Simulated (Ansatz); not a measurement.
Data:

Nb$_{2}$SiN:
```cif
data_N2Nb4Si2
_chemical_formula_sum 'Si2 Nb4 N2'
_space_group_name_H-M_alt 'P63/mmc'
_space_group_IT_number 194
_space_group_name_Hall '-P 6c 2c'
_cell_length_a 3.23100
_cell_length_b 3.23100
_cell_length_c 12.21105
_cell_angle_alpha 90.000
_cell_angle_beta 90.000
_cell_angle_gamma 120.000
loop_
_atom_site_label
_atom_site_type_symbol
_atom_site_symmetry_multiplicity
_atom_site_Wyckoff_symbol
_atom_site_fract_x
_atom_site_fract_y
_atom_site_fract_z
_atom_site_occupancy
Si1 Si 2 d 0.66667 0.33333 0.25000 1
Nb1 Nb 4 f 0.33333 0.66667 0.09407 1
N1 N 2 a 0.00000 0.00000 0.00000 1
```

This is the PBE-relaxed structure.

### Question
All from plane-wave PAW PBE (Ansatz code), unless another level is named. Predict the electronic character.

### Answer
metallic (no gap).

### Question
Give the formation energy from the elements (no fitted shifts).

### Answer
-0.70 eV/atom.

### Question
And the density of states at the Fermi level?

### Answer
0.44 states/eV per atom (mean over ±0.08 eV).

Space group P6_3/mmc. The start of the workflow was typed in or built on a structure type; neither database checked (COD, Materials Project) lists it. Whether it is the stable phase at ambient conditions was not checked. The cell was relaxed with PBE under the symmetry of its start; whether a distortion lowers the energy is not shown. The workflow began spin-polarised and lost its moments. The references are the lowest solids computed at this level, not always the standard phases (solids in place of the gases). Scalar-relativistic: spin–orbit coupling is off unless named, which matters more the heavier the elements.

Potentials: the earlier of the program's two PAW sets.
